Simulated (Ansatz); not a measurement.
ZrN:
```xyz
4
Lattice="3.1635 0.0000 0.0000 -1.5817 2.7396 0.0000 0.0000 0.0000 5.4391" Properties=species:S:1:pos:R:3 pbc="T T T"
Zr     1.5817     0.9132     4.0793
Zr     0.0000     1.8264     1.3598
N      0.0000     0.0000     0.0000
N      0.0000     0.0000     2.7195
```

Relaxed with PBEsol. Special points in fractions of this cell's reciprocal vectors: Γ (0.000, 0.000, 0.000); M (0.500, 0.000, 0.000); K (0.333, 0.333, 0.000); A (0.000, 0.000, 0.500); L (0.500, 0.000, 0.500); H (0.333, 0.333, 0.500).

Task: List the band energies nearest the Fermi level at these points for PBEsol with spin–orbit coupling (plane waves, PAW; program Ansatz).

Result: In eV from the Fermi level; about four levels below and three above (degenerate sets whole), none deeper than 8.9 eV; points with the same levels are listed once.

```json
[
 {"k": "Γ", "below": "-1.34 -1.34 -0.57 -0.57", "above": "0.51 0.51 0.62 0.62"},
 {"k": "M", "below": "-2.51 -2.51 -1.99 -1.99", "above": "2.50 2.50 2.51 2.51"},
 {"k": "K", "below": "-5.01 -5.01 -2.95 -2.95", "above": "0.17 0.17 0.21 0.21"},
 {"k": "A", "below": "-4.09 -4.09 -4.09 -4.09 -4.09 -4.09 -4.09 -4.09", "above": "1.82 1.82 1.82 1.82"},
 {"k": "L", "below": "-4.09 -4.09 -4.09 -4.09", "above": "0.01 0.01 0.01 0.01"},
 {"k": "H", "below": "-3.67 -3.67 -3.55 -3.55", "above": "0.51 0.51 0.56 0.56"}
]
```

Space group P6_3/mmc (NiAs type). The workflow started from a Materials Project entry (that database holds measured and hypothetical structures alike); the Crystallography Open Database copy checked does not list it. It is not the phase usual at ambient conditions (space group No. 225). The cell was relaxed with PBEsol under the symmetry of its start; of distortions, only those at the zone centre were tested. No spin polarisation was allowed.

Potentials: the later of the program's two PAW sets.
